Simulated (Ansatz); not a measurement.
Input:

SnTe (rock salt)

```yaml
crystal:
  lattice:
    - [0.00000, 3.18510, 3.18510]
    - [3.18510, 0.00000, 3.18510]
    - [3.18510, 3.18510, 0.00000]
  atoms:
    - { symbol: Te, position: [0.00000, 0.00000, 0.00000] }
    - { symbol: Sn, position: [0.50000, 0.50000, 0.50000] }
```

In each cell atom 2 (Sn, nearest neighbour Te at 3.185 Å; its periodic images, 4.5 Å or more away, move with it) moves by s·(-1.000, 0.000, 0.000) (towards the nearest neighbour), the rest being held.

The numbers are results of r2SCAN (plane waves to 500 eV, PAW, scalar-relativistic; Ansatz, a program for electronic structure), not measurements. k mesh 7×7×7 (Γ-centred), Fermi-Dirac smearing 0.05 eV. The energy includes the smearing's −TS. SnTe was relaxed with its symmetry unable to fall. Spin-orbit coupling is left out, though Te is heavy. ΔE is measured from the undisplaced structure.

The scan covers s from -0.320 to 0.320 Å in 11 points.

Is this a single well or a double well?

A double well: the undisplaced structure is a maximum between two minima.

Is the energy the same for equal positive and negative displacements?

Even: the same for both signs. With its periodic images moving along, the atom's site symmetry in this cell is m-3m.

By a smooth curve, how deep is the well, measured from the undisplaced structure?

4.1 meV/cell, cell held fixed.

By a smooth curve through the points, how far does the atom move to reach the deepest minimum?

0.17 Å from zero.

What force acts on the atom along the line at s = -0.320 Å?

0.398 eV/Å.

(A displaced cell: forces are minus the slopes of the energy, force constants its curvatures, and phonons follow from these.)
